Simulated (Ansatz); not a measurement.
The elements of this relaxed trial crystal are hidden behind letters.

```
lattice vectors (Å)
   4.5801    0.0000    0.0000
  -2.2900    3.9665    0.0000
   0.0000    0.0000   22.4844
fractional positions
X 0.3333 0.6667 0.0065
X 0.3333 0.6667 0.3336
X 0.3333 0.6667 0.6602
X 0.6667 0.3333 0.1602
X 0.6667 0.3333 0.5065
X 0.6667 0.3333 0.8336
Z 0.3333 0.6667 0.4608
Z 0.3333 0.6667 0.7879
Z 0.6667 0.3333 0.2879
Z 0.6667 0.3333 0.9608
Q 0.3333 0.6667 0.1260
Q 0.6667 0.3333 0.6260
```

The calculation used Ansatz 0.2.0, DFT PBE, scalar-relativistic, plane waves, PAW. Settings of the last relaxation (12-atom cell): 420 eV, 12×12×2 k points, Gaussian smearing of 0.01 eV, no spin polarisation.

| Item | Value |
| --- | --- |
| Space group | P6_3mc (No. 186) |
| Conventional cell | a = 4.580 Å, c = 22.484 Å |
| Volume per atom | 34.04 Å³ |
| Density | 5.46 g/cm³ |
| Energy over the elements | −0.503 eV/atom |
| Gap on the 12×12×2 mesh of the 12-atom cell | 0.26 eV |

Energies are uncorrected and count from the elements' standard states at the same level.

Q: X is a d-block element of period 5, Z is a p-block element of period 5 and Q is a p-block element of period 4. Which elements are they?

A: X = Cd, Z = Te, Q = Se, so the formula is Cd3Te2Se. Density times volume gives a mean mass of 5.46 × 34.04/1.6605 = 111.9 u per atom, and this set has 111.9 u. Cd on its first site has 1 Se at 2.69 Å and 3 Te at 2.84 Å; Te on its first site is surrounded by 4 Cd at 2.84–2.86 Å; Se is surrounded by 4 Cd at 2.69–2.75 Å; 3 more sites not described. Other sets within the hints have nearly the same mass, so mass alone doesn't settle it; this one was computed.

Spin–orbit coupling, which can matter for Te, is left out. Kohn–Sham gaps at this level usually fall short of measured ones. The missing spin–orbit coupling can work the other way here. A later test with randomly moved atoms came back to the same energy, though modes that don't fit the test's cell weren't probed.
